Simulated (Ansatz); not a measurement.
Property card for NaH4IO2

NaH4IO2:
```yaml
crystal:
  lattice:
    - [5.87983, 0.00000, 0.00000]
    - [1.04981, 3.10514, 6.30987]
    - [-2.93254, -6.46677, 0.00000]
  atoms:
    - { symbol: Na, position: [0.67723, 0.51760, 0.85842] }
    - { symbol: Na, position: [0.32277, 0.48240, 0.14158] }
    - { symbol: H, position: [0.39511, 0.85333, 0.10925] }
    - { symbol: H, position: [0.60489, 0.14667, 0.89075] }
    - { symbol: H, position: [0.20806, 0.71629, 0.86773] }
    - { symbol: H, position: [0.79194, 0.28371, 0.13227] }
    - { symbol: H, position: [0.05455, 0.85408, 0.25934] }
    - { symbol: H, position: [0.94545, 0.14592, 0.74066] }
    - { symbol: H, position: [0.95898, 0.72968, 0.34439] }
    - { symbol: H, position: [0.04102, 0.27032, 0.65561] }
    - { symbol: I, position: [0.75615, 0.77824, 0.62361] }
    - { symbol: I, position: [0.24385, 0.22176, 0.37639] }
    - { symbol: O, position: [0.36617, 0.70990, 0.98616] }
    - { symbol: O, position: [0.63383, 0.29010, 0.01384] }
    - { symbol: O, position: [0.00188, 0.71230, 0.21888] }
    - { symbol: O, position: [0.99812, 0.28770, 0.78112] }
```

Space group P-1 (No. 2); conventional cell a = 5.8798 Å, b = 7.1006 Å, c = 7.1104 Å, α = 62.70°, β = 81.51°, γ = 65.61°.

Method: r²SCAN+D4 in the plane-wave PAW code Ansatz. Geometry: relaxed at this level of theory. Other levels are named where they apply.

**Cell and energy**

| Property | Value |
|---|---|
| Volume per atom | 15.00 Å³ |
| Density | 2.57 g/cm³ |
| Formation energy from the elements (no fitted shifts) | -1153 meV/atom |

**Electronic structure**

| Item | Result |
|---|---|
| Band gap | 4.37 eV (smallest direct gap 4.39 eV) |
| Valence-band maximum | off the standard path, at k = (0.281, 0.302, 0.281) in fractions of the reciprocal vectors |
| Conduction-band minimum | at Γ |
| Electron effective mass | 0.36, 0.39, 0.43 mₑ (principal values) |
| Electron effective mass with spin–orbit coupling | 0.36, 0.39, 0.43 mₑ (principal values) |
| Hole effective mass | 1.4, 15, 23 mₑ (principal values) |
| Hole effective mass with spin–orbit coupling | 0.91, 2.9, 14 mₑ (principal values) |
| HSE06 gap on the r²SCAN+D4 cell | 4.91 eV |
| Gap with spin–orbit coupling | 4.17 eV |

**Mechanics**

| Quantity | Result |
|---|---|
| Bulk modulus (Birch–Murnaghan fit) | 162 kbar |
| Pressure derivative B′ | 4.7 |
| Mechanical stability | stable (all eigenvalues of C positive) |
| Hill bulk and shear moduli | 16.3 and 6.0 GPa |
| Young's modulus | 16.1 GPa |
| Poisson's ratio | 0.34 |
| Debye temperature from the elastic constants | 207 K |

**Charges**

| Item | Value |
|---|---|
| Bader charges | Na +0.89, H +0.59, I -0.74, O -1.25 e |

The first step of the workflow began from a Materials Project structure, measured or hypothetical; the Crystallography Open Database files this formula in space group No. 2, but the cells were not matched. Its standing as an ambient phase is unchecked. The cell was relaxed with r²SCAN+D4 under the symmetry of its start; its stability against distortions is not shown here. The references are the lowest solids computed at this level, not always the standard phases (solids in place of the gases). Scalar-relativistic: spin–orbit coupling is off unless named, which matters more the heavier the elements.

Potentials: the later of the program's two PAW sets.
